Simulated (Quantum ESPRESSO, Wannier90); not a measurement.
Tight-binding from DFT: LiTaF₆ (R-3)

```xyz
8
Lattice="-2.5847 4.4768 0.0000 -5.1693 0.0000 0.0000 -2.5847 1.4923 4.5260" Properties=species:S:1:pos:R:3 pbc="T T T"
Li    -5.1693     2.9845     2.2630
Ta     0.0000     0.0000     0.0000
F      0.9936    -1.2043     1.1042
F     -0.9936     1.2043    -1.1042
F     -1.5397    -0.2583     1.1042
F      1.5397     0.2583    -1.1042
F      0.5461     1.4626     1.1042
F     -0.5461    -1.4626    -1.1042
```

Structure: Materials Project mp-1080679, symmetrised, not relaxed again. Not found in the COD (Crystallography Open Database) copy used; not checked further. Level: PBEsol, no spin polarisation, no spin-orbit coupling; pw.x of Quantum ESPRESSO at 68 Ry with PseudoDojo potentials, 4×4×4 k-points, Wannier90. Density: 8×8×8 mesh, cold smearing 0.01 Ry. Spin-orbit coupling is left out although heavy elements are present.

A tight-binding model is made by disentanglement and projection with no localisation steps (num_iter = 0), so the 23 orbitals stay atom-like: hydrogen-like Ta: d; F: p, axes along x, y, z; frozen window up to 7.96 eV relative to the valence-band maximum. It follows pw.x to 0.2 meV rms for states up to 7.5 eV relative to the valence-band maximum. Matrix elements depend on this choice of orbitals and windows.

The 45 largest hoppings ⟨m,0|H|n,R⟩ between different sites (one of each Hermitian pair; signs follow the real orbitals' lobes; the list may end inside a set of equal values):

| m | n | R | distance of the centres (Å) | t (eV) |
|---|---|---|---|---|
| F5 px | Ta2 dxz | 0 0 0 | 1.93 | 2.335 |
| F6 px | Ta2 dxz | 0 0 0 | 1.93 | -2.335 |
| F7 py | Ta2 dyz | 0 0 0 | 1.92 | 2.027 |
| F8 py | Ta2 dyz | 0 0 0 | 1.92 | -2.027 |
| F3 px | Ta2 dyz | 0 0 0 | 1.91 | -1.651 |
| F4 px | Ta2 dyz | 0 0 0 | 1.91 | 1.651 |
| F3 pz | Ta2 dxy | 0 0 0 | 1.91 | -1.650 |
| F4 pz | Ta2 dxy | 0 0 0 | 1.91 | 1.650 |
| F3 py | Ta2 dxz | 0 0 0 | 1.92 | -1.648 |
| F4 py | Ta2 dxz | 0 0 0 | 1.92 | 1.648 |
| F5 pz | Ta2 dx2-y2 | 0 0 0 | 1.91 | 1.583 |
| F6 pz | Ta2 dx2-y2 | 0 0 0 | 1.91 | -1.583 |
| F7 pz | Ta2 dx2-y2 | 0 0 0 | 1.91 | -1.276 |
| F8 pz | Ta2 dx2-y2 | 0 0 0 | 1.91 | 1.276 |
| F5 py | Ta2 dxy | 0 0 0 | 1.90 | 1.154 |
| F6 py | Ta2 dxy | 0 0 0 | 1.90 | -1.154 |
| F3 px | Ta2 dx2-y2 | 0 0 0 | 1.91 | -1.110 |
| F4 px | Ta2 dx2-y2 | 0 0 0 | 1.91 | 1.110 |
| F7 py | Ta2 dxz | 0 0 0 | 1.92 | 1.092 |
| F8 py | Ta2 dxz | 0 0 0 | 1.92 | -1.092 |
| F7 pz | Ta2 dxy | 0 0 0 | 1.91 | 1.091 |
| F8 pz | Ta2 dxy | 0 0 0 | 1.91 | -1.091 |
| F7 px | Ta2 dyz | 0 0 0 | 1.90 | 1.090 |
| F8 px | Ta2 dyz | 0 0 0 | 1.90 | -1.090 |
| F7 px | Ta2 dx2-y2 | 0 0 0 | 1.90 | -1.077 |
| F8 px | Ta2 dx2-y2 | 0 0 0 | 1.90 | 1.077 |
| F3 pz | Ta2 dz2 | 0 0 0 | 1.91 | -1.068 |
| F4 pz | Ta2 dz2 | 0 0 0 | 1.91 | 1.068 |
| F5 pz | Ta2 dz2 | 0 0 0 | 1.91 | -1.068 |
| F6 pz | Ta2 dz2 | 0 0 0 | 1.91 | 1.068 |
| F7 pz | Ta2 dz2 | 0 0 0 | 1.91 | -1.068 |
| F8 pz | Ta2 dz2 | 0 0 0 | 1.91 | 1.068 |
| F3 py | Ta2 dyz | 0 0 0 | 1.92 | 1.060 |
| F4 py | Ta2 dyz | 0 0 0 | 1.92 | -1.060 |
| F5 pz | Ta2 dxz | 0 0 0 | 1.91 | -1.049 |
| F6 pz | Ta2 dxz | 0 0 0 | 1.91 | 1.049 |
| F7 pz | Ta2 dyz | 0 0 0 | 1.91 | 1.000 |
| F8 pz | Ta2 dyz | 0 0 0 | 1.91 | -1.000 |
| F7 py | Ta2 dxy | 0 0 0 | 1.92 | 0.990 |
| F8 py | Ta2 dxy | 0 0 0 | 1.92 | -0.990 |
| F3 py | Ta2 dxy | 0 0 0 | 1.92 | 0.956 |
| F4 py | Ta2 dxy | 0 0 0 | 1.92 | -0.956 |
| F5 px | Ta2 dx2-y2 | 0 0 0 | 1.93 | -0.913 |
| F6 px | Ta2 dx2-y2 | 0 0 0 | 1.93 | 0.913 |
| F5 py | Ta2 dyz | 0 0 0 | 1.90 | -0.830 |
